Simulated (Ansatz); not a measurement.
## O-17 NMR of the central transition in CaScBO₄

Cell: a refined structure from the COD, ions relaxed with PBE at fixed cell.

```cif
data_CaScBO4
_symmetry_space_group_name_H-M 'Pnma'
_symmetry_Int_Tables_number 62
_cell_length_a 10.2830
_cell_length_b 3.3636
_cell_length_c 9.4320
_cell_angle_alpha 90.000
_cell_angle_beta 90.000
_cell_angle_gamma 90.000
loop_
_atom_site_label
_atom_site_type_symbol
_atom_site_symmetry_multiplicity
_atom_site_Wyckoff_symbol
_atom_site_fract_x
_atom_site_fract_y
_atom_site_fract_z
Ca Ca 4 c 0.5890 0.7500 0.8429
Sc Sc 4 c 0.3914 0.2500 0.5727
B B 4 c 0.3042 0.2500 0.8647
O13 O 4 c 0.5025 0.7500 0.6159
O17 O 4 c 0.2427 0.2500 0.7338
O21 O 4 c 0.2675 0.7500 0.4897
O25 O 4 c 0.4377 0.2500 0.8750
```

One atom of each set is listed.

Level of theory: DFT, PBE, plane waves and PAW, scalar-relativistic, 420 eV cutoff, Γ-centred 2×6×3 k-points, Fermi–Dirac smearing 0.02 eV (Ansatz 0.2.0).

O-17 has I = 5/2 and Q = -25.58 mb (Pyykkö 2018); at 18.8 T its Larmor frequency is ν₀ = 108.6 MHz. Only the quadrupole interaction is simulated: positions count from each site's isotropic chemical shift, and J coupling is left out, as are shift anisotropy and dipolar coupling, which fast spinning averages.

Problem. What does the O-17 spectrum (fast magic-angle spinning) show for each site?

Solution. 

| site | first shell | C_Q (MHz) | η | P_Q (MHz) | δ_QIS (ppm) | breadth (kHz) |
| --- | --- | --- | --- | --- | --- | --- |
| O13 | 3 Sc at 2.07–2.09 Å, 1 Ca at 2.32 Å | 0.370 | 0.12 | 0.371 | -0.0702 | 0.0169 |
| O17 | 1 B at 1.39 Å, 1 Sc at 2.16 Å; also 2 Ca at 2.42 Å | -3.24 | 0.89 | 3.64 | -6.76 | 1.64 |
| O21 | 1 B at 1.39 Å, 2 Sc at 2.25 Å, 1 Ca at 2.42 Å | 4.18 | 0.47 | 4.34 | -9.57 | 2.41 |
| O25 | 1 B at 1.38 Å; also 3 Ca at 2.31–2.68 Å, 1 Sc at 2.89 Å | -3.14 | 0.87 | 3.51 | -6.26 | 1.53 |

δ_QIS = −(ν_Q²/30ν₀²)[I(I+1) − 3/4](1 + η²/3) × 10⁶ ppm with ν_Q = 3|C_Q|/[2I(2I−1)]; it falls as 1/B₀² in ppm, and the breadth as 1/B₀ in kHz.

At O13 V_zz points along its one bond to Ca (within 7°).
